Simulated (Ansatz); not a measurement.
TaN:
```xyz
2
Lattice="2.9239 0.0000 0.0000 -1.4619 2.5321 0.0000 0.0000 0.0000 2.8705" Properties=species:S:1:pos:R:3 pbc="T T T"
Ta     0.0000     0.0000     1.4352
N      1.4619     0.8440     0.0000
```

Relaxed with PBEsol. Special points in fractions of this cell's reciprocal vectors: Γ (0.000, 0.000, 0.000); M (0.500, 0.000, 0.000); K (0.333, 0.333, 0.000); A (0.000, 0.000, 0.500); L (0.500, 0.000, 0.500); H (0.333, 0.333, 0.500).

Q: List the band energies nearest the Fermi level at these points for PBEsol in the plane-wave PAW code Ansatz.

A: In eV from the Fermi level; about four levels below and three above (degenerate sets whole), none deeper than 8.9 eV; … stands for higher levels left out; points with the same levels are listed once.

```
k                    below           above
-  -----------------------  --------------
Γ  -4.64 -4.64 -4.30 -2.96  2.28 3.64 3.64
M  -8.40 -5.29 -3.56 -3.21  3.04 4.12 5.26
K        -7.68 -5.80 -5.26  0.13 1.04 1.59
A  -3.81 -3.81 -0.11 -0.11          2.45 …
L  -7.43 -6.27 -5.79 -0.33  4.24 5.48 6.20
H  -8.39 -6.63 -3.91 -0.36  4.58 5.14 6.86
```

Space group P-6m2. The workflow started from a Materials Project entry (that database holds measured and hypothetical structures alike); the Crystallography Open Database files this formula in space group No. 187, but the cells were not matched. It is not the phase usual at ambient conditions (space group No. 189). The cell was relaxed with PBEsol under the symmetry of its start; its stability against distortions is not shown here. No spin polarisation was allowed. A small band overlap can be real or an error of a semilocal functional. The Fermi level of a semimetal is unsure by some 0.05 eV on such meshes. Scalar-relativistic: spin–orbit coupling is off unless named, which matters more the heavier the elements.

Potentials: the earlier of the program's two PAW sets. The files were generated under PBE; for other functionals the program regenerates the frozen cores, and for LDA and PBEsol the local potential too.
